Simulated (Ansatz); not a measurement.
One crystal and one scan (scan of one atom of the cell) at two levels, PBE (plane waves to 420 eV, PAW, scalar-relativistic; Ansatz, an electronic-structure program) and r2SCAN (plane waves to 500 eV, PAW, scalar-relativistic; Ansatz), each from its own relaxed cell and on its own mesh. The cell shown is that of PBE.

Starting cell, Os (hcp, Mg type):

```
CELL_PARAMETERS angstrom
      5.50971     0.00000     0.00000
     -1.37743     2.38577     0.00000
      0.00000     0.00000     4.34430
ATOMIC_POSITIONS crystal
  Os 0.16667 0.66667 0.75000
  Os 0.66667 0.66667 0.75000
  Os 0.33333 0.33333 0.25000
  Os 0.83333 0.33333 0.25000
```

In this cell atom 1 (Os, nearest neighbour Os at 2.692 Å; its periodic images, 2.8 Å or more away, move with it) is moved by s along Cartesian [110], unit vector (0.707, 0.707, 0.000); all other atoms and the cell stay fixed.

E stands for the smeared free energy. Os is run without spin polarisation. Os was relaxed with its symmetry unable to fall. Spin-orbit coupling is left out, though Os is heavy. With partly filled bands, energies and forces of such displacements shift with the k mesh and the smearing. Percentages come from the unrounded values. Both scans cover s from -0.540 to 0.540 Å.

Results of PBE:

* **Lattice constant a (Å)**: 2.755
* **Lattice constant c (Å)**: 4.344
* **Relaxed volume (Å³/atom)**: 14.28
* **Energy at s = 0.540 Å (meV/cell)**: 2694
* **Force along the line at s = -0.540 Å (eV/Å)**: 13.37
* **Force constant k = d²E/ds² at s = 0 (finite differences) (eV/Å²)**: 14.64
* **Symmetry of the curve**: not even: the negative side lies higher at ±0.540 Å
* **Shape of the curve**: a single well with its minimum at or next to zero displacement

**Question.** Estimate the r2SCAN values.

**Answer.** 
```tsv
quantity	r2SCAN	PBE − r2SCAN
Lattice constant a (Å)	2.738	+0.017 (+0.6 %)
Lattice constant c (Å)	4.316	+0.028 (+0.7 %)
Relaxed volume (Å³/atom)	14.01	+0.27 (+1.9 %)
Energy at s = 0.540 Å (meV/cell)	2860	-166 (-5.8 %)
Force along the line at s = -0.540 Å (eV/Å)	14.20	-0.83 (-5.8 %)
Force constant k = d²E/ds² at s = 0 (finite differences) (eV/Å²)	15.48	-0.84 (-5.4 %)
```

PBE gives the higher value for: lattice constant a; lattice constant c; relaxed volume. PBE gives the lower value for: energy at s = 0.540 Å; force along the line at s = -0.540 Å; force constant k = d²E/ds² at s = 0. Both give the same symmetry of the curve: not even: the negative side lies higher at ±0.540 Å. Neither level is exact: the differences show how much the result hangs on the functional.

(A displaced cell: forces are minus the slopes of the energy, force constants its curvatures, and phonons follow from these.)
